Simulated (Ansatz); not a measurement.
Mg2H6Os in space group Fm-3m (No. 225; Mg on 8c, H on 24e, Os on 4a), DFT-r²SCAN in the program Ansatz with PAW potentials, all energies at zero smearing, with the estimated change up to a 700 eV cutoff added, with one set of potentials and settings (totals compare only within such a set). Cell of 9 atoms (2 Mg, 6 H, 1 Os): -15349.749 eV.

```tsv
element	reference phase	E (eV/atom)
Mg	P6_3/mmc, 2 atoms in the cell	-1926.4086
H	P2_12_12_1, 8 atoms in the cell	-15.9458
Os	P6_3/mmc, 2 atoms in the cell	-11397.6334
```

Formation energy per atom, worked out: (-15349.749 − 2×(-1926.4086) − 6×(-15.9458) − 1×(-11397.6334))/9 = -0.403 eV/atom (-39 kJ per mol of atoms), at 0 K, without zero-point energy or fitted corrections.

The workflow started from a Materials Project entry (that database holds measured and hypothetical structures alike); the Crystallography Open Database copy checked does not list it. Whether it is the stable phase at ambient conditions was not checked. The r²SCAN relaxation kept the symmetry of its start. At this level the phase is dynamically unstable (imaginary phonons). No spin polarisation was allowed. The references are the lowest solids computed at this level, not always the standard phases (solids in place of the gases). Spin–orbit coupling is left out wherever it is not named.

Potentials: the later of the program's two PAW sets.
